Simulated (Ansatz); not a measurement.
Sb (A7 (α-As type)), relaxed with PBE (Ansatz, a quantum-chemistry and plane-wave program, plane waves, PAW): a = 4.3751 Å, b = 4.3751 Å, c = 11.5376 Å, α = 90.00°, β = 90.00°, γ = 120.00°.

### Question
The same phase is relaxed and computed with PBEsol in the same code. What is the cell now?

### Answer
a = 4.3219 Å, b = 4.3219 Å, c = 11.0655 Å, α = 90.00°, β = 90.00°, γ = 120.00°.

All cells were relaxed under the symmetry of their starts (and spin orders); stability against distortions was not tested throughout. Spin–orbit coupling is left out wherever it is not named.

Potentials: the earlier of the program's two PAW sets.

Ansatz is a plane-wave DFT program.
